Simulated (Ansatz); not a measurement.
VAg$_{3}$O$_{4}$:
Space group I-42m (No. 121); a = b = 4.9254 Å, c = 9.7179 Å, α = β = γ = 90.00°

| atom | site | symmetry | x | y | z |
|---|---|---|---|---|---|
| V | 2a | -42m | 0.0000 | 0.0000 | 0.0000 |
| Ag | 4d | -4.. | 0.0000 | 0.5000 | 0.2500 |
| Ag | 2b | -42m | 0.0000 | 0.0000 | 0.5000 |
| O | 8i | ..m | 0.2028 | 0.2028 | 0.1023 |
(The calculation used a cell of 8 atoms; values per cell refer to that cell.)

Relaxed with PBEsol. DFT-PBEsol in the program Ansatz with PAW potentials gives a gap of 0.35 eV.

### Question
What gap does HSE06 give on the same cell (Ansatz, PAW)?

### Answer
1.95 eV, 1.60 eV more. The hybrid was solved on a coarser mesh and at special points; its gap is the smallest among all of these.

Cost on shared cores: the PBEsol run (SCF on a 8×8×8 mesh, then bands and DOS) about 6 core-minutes (a rough figure), the HSE06 run (SCF on 5×5×5, then a few points) about 9 core-minutes (a rough figure); the tasks are unlike.

The first step of the workflow began from a Materials Project structure, measured or hypothetical; the Crystallography Open Database files this formula in space group No. 121, but the cells were not matched. Whether it is the stable phase at ambient conditions was not checked. The cell was relaxed with PBEsol under the symmetry of its start; whether a distortion lowers the energy is not shown. No spin polarisation was allowed. No Hubbard U is applied. Scalar-relativistic: spin–orbit coupling is off unless named, which matters more the heavier the elements.

Potentials: the later of the program's two PAW sets.
